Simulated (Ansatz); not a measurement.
Guessed and relaxed cells of Si₃F

The guess for Si₃F was made by a generator: random cell by space group and Wyckoff sites (Im-3m, No. 229). Lengths were set from tabulated atomic sizes, so they are only a guess.

start.xyz

```xyz
4
Lattice="-2.5419 2.5419 2.5419 2.5419 -2.5419 2.5419 2.5419 2.5419 -2.5419" Properties=species:S:1:pos:R:3 pbc="T T T"
Si    2.5419    0.0000    0.0000
Si    0.0000    2.5419    0.0000
Si    0.0000    0.0000    2.5419
F     0.0000    0.0000    0.0000
```

The calculation used Ansatz, DFT PBE, scalar-relativistic, plane waves, PAW. Cutoff 420 eV, Gaussian smearing, Γ-centred meshes. Cell and atoms relax first on a coarse mesh and then on a finer one. In between, the cell is made exact in the group found at 0.06 Å. In metals the finer mesh still leaves noise of several meV/atom or more. The steps can't lower the symmetry of their start. No spin polarisation in the relaxation; trial moments died out in a coarse test.

end.xyz

```xyz
4
Lattice="-2.4632 2.4632 2.4632 2.4632 -2.4632 2.4632 2.4632 2.4632 -2.4632" Properties=species:S:1:pos:R:3 pbc="T T T"
Si    2.4632    0.0000    0.0000
Si    0.0000    2.4632    0.0000
Si    0.0000    0.0000    2.4632
F     0.0000    0.0000    0.0000
```

The symmetry stays Im-3m (No. 229). The volume per atom shrinks by 9.0 %, from 16.4 to 14.9 Å³. The shortest distance goes from 2.54 Å (Si–F and Si–Si) to 2.46 Å (Si–F and Si–Si).

```json
{"Volume per atom": "14.94 Å³", "Density": "2.87 g/cm³", "Formation energy": "−0.13 eV/atom", "Gap on the 14×14×14 mesh of the 4-atom cell": "0 eV (a metal)"}
```

Formation energies are uncorrected and refer to the elements' standard structures at the same level (F₂ as a molecule).

The last run used Gaussian smearing of 0.10 eV. An odd number of electrons in the primitive cell allows no gap without spin; a larger cell or a magnetic state could open one. A structure relaxed within its symmetry needn't be a true minimum. In all, the 3 runs took 28 s on 1 thread of Arm Neoverse V1, on a shared host. Another cell of Si3F relaxed alike, in Fm-3m, lies 50 meV/atom lower, so this cell isn't the stable form at this level.
